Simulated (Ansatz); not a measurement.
GaN:
```xyz
4
Lattice="3.1831 0.0000 0.0000 -1.5916 2.7567 0.0000 0.0000 0.0000 5.1837" Properties=species:S:1:pos:R:3 pbc="T T T"
Ga     1.5916     0.9189     0.0051
Ga     0.0000     1.8378     2.5970
N      1.5916     0.9189     3.2357
N      0.0000     1.8378     0.6439
```

Plane-wave PAW r²SCAN (Ansatz code) gives a gap of 2.35 eV without spin–orbit coupling, maximum at Γ, minimum at Γ.

Problem. What happens when spin–orbit coupling is switched on?

Solution. The gap stays essentially unchanged, to 2.35 eV; maximum at Γ, minimum at Γ.

Problem. Give the electron effective mass with spin–orbit coupling.

Solution. 0.17, 0.19, 0.19 mₑ (principal values).

Problem. Give the hole effective mass with spin–orbit coupling, band 1 of 2 at the edge.

Solution. 2.1 along z (mₑ).

Problem. Give the hole effective mass with spin–orbit coupling, band 2 of 2 at the edge.

Solution. 0.26 along x, 1.5 along z (mₑ).

Space group P6_3mc (wurtzite). The cell was relaxed with r²SCAN under the symmetry of its start.

Potentials: the later of the program's two PAW sets.
